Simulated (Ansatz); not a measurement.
HfO$_{2}$ in space group P2_1/c (No. 14; Hf on 4e, O on 4e, O on 4e), PBEsol (plane waves, PAW; program Ansatz), all energies at zero smearing, with the estimated change up to a 700 eV cutoff added, with one set of potentials and settings (totals compare only within such a set). Cell of 12 atoms (4 Hf, 8 O): -66904.306 eV.

```csv
element,reference phase,E (eV/atom)
Hf,"P6_3/mmc, 2 atoms in the cell",-15598.8041
O,"C2/m, 4 atoms in the cell, spin-polarised",-558.3609
```

Formation energy per atom, worked out: (-66904.306 − 4×(-15598.8041) − 8×(-558.3609))/12 = -3.517 eV/atom (-339 kJ per mol of atoms), at 0 K, without zero-point energy or fitted corrections.

The cell was relaxed with PBEsol under the symmetry of its start. The run is not spin-polarised. The references are the lowest solids computed at this level, not always the standard phases (solids in place of the gases). Spin–orbit coupling is left out wherever it is not named.

Potentials: the earlier of the program's two PAW sets. The files were generated under PBE; for other functionals the program regenerates the frozen cores, and for LDA and PBEsol the local potential too.
